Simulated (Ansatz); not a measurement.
Mg₂GeSe₄ in space group Pnma (No. 62; Pearson symbol oP28), plane-wave PAW PBE (Ansatz code), all energies at zero smearing, with the estimated change up to a 700 eV cutoff added, with one set of potentials and settings (totals compare only within such a set). Cell of 28 atoms (8 Mg, 4 Ge, 16 Se): -120099.173 eV.

```json
[
 {"element": "Mg", "reference phase": "P6_3/mmc, 2 atoms in the cell", "E (eV/atom)": "-1923.8026"},
 {"element": "Ge", "reference phase": "Fd-3m, 2 atoms in the cell", "E (eV/atom)": "-4294.9847"},
 {"element": "Se", "reference phase": "P3_121, 3 atoms in the cell", "E (eV/atom)": "-5469.0798"}
]
```

Formation energy per atom, worked out: (-120099.173 − 8×(-1923.8026) − 4×(-4294.9847) − 16×(-5469.0798))/28 = -0.841 eV/atom (-81 kJ per mol of atoms), at 0 K, without zero-point energy or fitted corrections.

The first step of the workflow began from a Materials Project structure, measured or hypothetical; the Crystallography Open Database files this formula in space group No. 62, but the cells were not matched. Whether it is the stable phase at ambient conditions was not checked. The cell was relaxed with PBE under the symmetry of its start; its stability against distortions is not shown here. The references are the lowest solids computed at this level, not always the standard phases.

Potentials: the later of the program's two PAW sets.
